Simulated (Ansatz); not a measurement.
SiO2 with phosphorus replacing O: gradients before and after relaxing the atoms

Start: a supercell of SiO2 (quartz type, P3_121) built from an entry of the Crystallography Open Database (COD), with all atoms left at the host's positions.

```
Si P O
1.0
     7.37370    4.25721    0.00000
    -7.37370    4.25721    0.00000
     0.00000    0.00000   10.81820
Si P O
18 1 35
Cartesian
  -4.7669 4.2572 1.8030
  -4.7669 4.2572 7.2121
  0.1489 4.2572 1.8030
  0.1489 4.2572 7.2121
  5.0647 4.2572 1.8030
  5.0647 4.2572 7.2121
  -1.3034 2.2576 3.6061
  -1.3034 2.2576 9.0152
  3.6124 2.2576 3.6061
  3.6124 2.2576 9.0152
  1.1545 6.5148 3.6061
  1.1545 6.5148 9.0152
  1.1545 1.9996 0.0000
  1.1545 1.9996 5.4091
  -1.3034 6.2568 0.0000
  -1.3034 6.2568 5.4091
  3.6124 6.2568 0.0000
  3.6124 6.2568 5.4091
  -0.2994 1.7633 4.7654
  -0.2994 1.7633 10.1745
  -2.7573 6.0205 4.7654
  -2.7573 6.0205 10.1745
  2.1585 6.0205 4.7654
  2.1585 6.0205 10.1745
  1.0805 3.1163 1.1594
  1.0805 3.1163 6.5685
  -1.3774 7.3735 1.1594
  -1.3774 7.3735 6.5685
  -3.8353 3.1163 1.1594
  -3.8353 3.1163 6.5685
  -0.7811 3.6348 2.9624
  -0.7811 3.6348 8.3715
  4.1347 3.6348 2.9624
  4.1347 3.6348 8.3715
  -5.6969 3.6348 2.9624
  -5.6969 3.6348 8.3715
  -5.6969 4.8796 0.6437
  -5.6969 4.8796 6.0528
  -0.7811 4.8796 0.6437
  -0.7811 4.8796 6.0528
  4.1347 4.8796 0.6437
  4.1347 4.8796 6.0528
  2.1585 2.4939 4.2497
  2.1585 2.4939 9.6588
  -0.2994 6.7511 4.2497
  -0.2994 6.7511 9.6588
  -2.7573 2.4939 4.2497
  -2.7573 2.4939 9.6588
  -3.8353 5.3981 2.4467
  -3.8353 5.3981 7.8558
  1.0805 5.3981 2.4467
  1.0805 5.3981 7.8558
  -1.3774 1.1409 2.4467
  -1.3774 1.1409 7.8558
```

Sites (sets of like atoms) are named by element and the number of their first atom in this list.

The numbers come from a DFT calculation in Ansatz (PBE, plane waves and PAW, scalar-relativistic, 420 eV cutoff, Γ-centred 3×3×2 k-points, Fermi–Dirac smearing 0.01 eV, cell charge -1).

The largest force at the start is 22 eV/Å. Relaxing the ions at fixed cell moves them by 0.768 Å at most (atom 19, P) and 0.212 Å rms.

```
site  atom  moved (Å)            first shell before                  first shell after  V_zz before (10²¹ V/m²)  η before
 Si4     4      0.084                 4 O at 1.61 Å                 4 O at 1.61–1.63 Å                    -0.90      0.99
 Si5     5      0.158                 4 O at 1.61 Å                 4 O at 1.61–1.64 Å                    -1.16      0.89
 Si6     6      0.097                 4 O at 1.61 Å                 4 O at 1.62–1.65 Å                     0.84      0.58
 Si7     7      0.146  3 O at 1.61 Å, 1 P at 1.61 Å  3 O at 1.65–1.67 Å, 1 P at 2.11 Å                    -8.59      0.08
Si10    10      0.103                 4 O at 1.61 Å                 4 O at 1.61–1.63 Å                     0.81      0.54
Si14    14      0.149  3 O at 1.61 Å, 1 P at 1.61 Å  3 O at 1.65–1.66 Å, 1 P at 2.09 Å                    -8.92      0.09
Si17    17      0.079                 4 O at 1.61 Å                 4 O at 1.62–1.63 Å                     0.81      0.59
Si18    18      0.022                 4 O at 1.61 Å                 4 O at 1.63–1.64 Å                     0.95      0.18
   P    19      0.768    2 Si at 1.61 Å, angle 144°    2 Si at 2.09–2.11 Å, angle 104°                    -8.66      0.15
 O26    26      0.221    2 Si at 1.61 Å, angle 144°    2 Si at 1.61–1.66 Å, angle 134°                     9.41      0.13
 O38    38      0.583    2 Si at 1.61 Å, angle 144°    2 Si at 1.60–1.65 Å, angle 151°                     7.81      0.28
```

(1) What are V_zz and η after the relaxation?

Answers

(1) 

```csv
site,atom,V_zz after,η after,change of V_zz
Si4,4,-1.29,0.44,-0.39
Si5,5,-1.60,0.04,-0.44
Si6,6,1.60,0.25,+0.76
Si7,7,-4.19,0.24,+4.40
Si10,10,-0.81,0.44,–
Si14,14,-4.22,0.37,+4.70
Si17,17,-0.61,0.52,–
Si18,18,-1.47,0.09,–
P,19,-7.65,0.43,–
O26,26,8.53,0.32,-0.88
O38,38,9.35,0.21,+1.54
```

The largest change of V_zz along a kept axis is on Si14, from -8.92 to -4.22. The whole tensor moves most on P, by 14.08 along its most changed direction. In per cent, |V_zz| changes by -53 to +90 on Si, -9 to +20 on O (all sites that start above 0.5, bar those whose gradient vanishes or changes sign or whose main axis turns by over 40°). Where |V_zz| stays above 0.1 and the axes keep their order, η moves most on Si5, from 0.89 to 0.04. On O26, O38 V_xx and V_yy change places (or their axes turn by over 50°), so the two values of η hide a larger change. On P, Si18, Si17, Si10 the largest principal value lies along another axis in the second run, so the two V_zz can't be compared directly. The table leaves out 43 of the 54 sites, with |V_zz| up to 10.07; their tensors move by 2.28 at most along any direction. The statements above cover all sites. The host's own positions weren't relaxed first, so part of the change far from the defect can be the host's relaxation.

The defect repeats with the cell of 54 atoms, so it feels its images: sites between two images don't show the values beside a lone defect, and zeros or small values of η there can come from the images' arrangement. O and Si carry a gradient in the pure host already, so the values there aren't the defect's effect alone. A uniform background compensates the cell's charge.
Before: The cell keeps the host's lattice, where the PBE pressure is 15 GPa (in a charged cell this depends on the convention for the mean potential). The neighbours have not yet relaxed around the defect (largest force 22 eV/Å), so the values at and beside it are those of a strained start, not of the defect in a real crystal.
